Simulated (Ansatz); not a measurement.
**Clamped-ion strain scan in LiCd**

The calculation used Ansatz 0.2.0, DFT r2SCAN, scalar-relativistic, plane waves, PAW. Settings: plane waves to 500 eV, k-mesh 12×12×12 (Γ-centred), Gaussian smearing 0.15 eV. No spin polarisation. Energies are free energies at this smearing, counted from the undisturbed cell; pressure is positive in compression.

Reference structure (relaxed at this level; it needn't be the usual structure):

```yaml
crystal:
  lattice:
    - [0.00000, 3.33575, 3.33575]
    - [3.33575, 0.00000, 3.33575]
    - [3.33575, 3.33575, 0.00000]
  atoms:
    - { symbol: Li, position: [0.25000, 0.25000, 0.25000] }
    - { symbol: Li, position: [0.00000, 0.00000, 0.00000] }
    - { symbol: Cd, position: [0.75000, 0.75000, 0.75000] }
    - { symbol: Cd, position: [0.50000, 0.50000, 0.50000] }
```

The cell is strained by ε times the Voigt pattern (0, 1, 0, 0, 0, 0) (xx, yy, zz, yz, xz, xy; engineering shear) with fractional coordinates fixed. The cell is metallic on the mesh throughout.

| ε | ΔE (meV/atom) | stress summed along the pattern (GPa, tension positive) | pressure (GPa) |
| --- | --- | --- | --- |
| -0.0600 | 11.5 | -3.64 | 2.8 |
| -0.0450 | 6.1 | -2.54 | 2.0 |
| -0.0300 | ? | ? | 1.3 |
| 0.0000 | 0.0 | 0.02 | 0.0 |
| 0.0150 | 0.6 | 0.68 | -0.6 |
| 0.0450 | ? | ? | -1.6 |
| 0.0600 | 8.4 | 2.20 | -2.0 |

(1) Give the withheld values.

Answers

(1) ΔE (meV/atom) at ε = -0.0300: 2.6; stress summed along the pattern (GPa, tension positive) at ε = -0.0300: -1.57; ΔE (meV/atom) at ε = 0.0450: 4.9; stress summed along the pattern (GPa, tension positive) at ε = 0.0450: 1.75.

Cost: 7 runs of about 3.6 core-minutes in all, on Arm Neoverse V2 (shared hosts).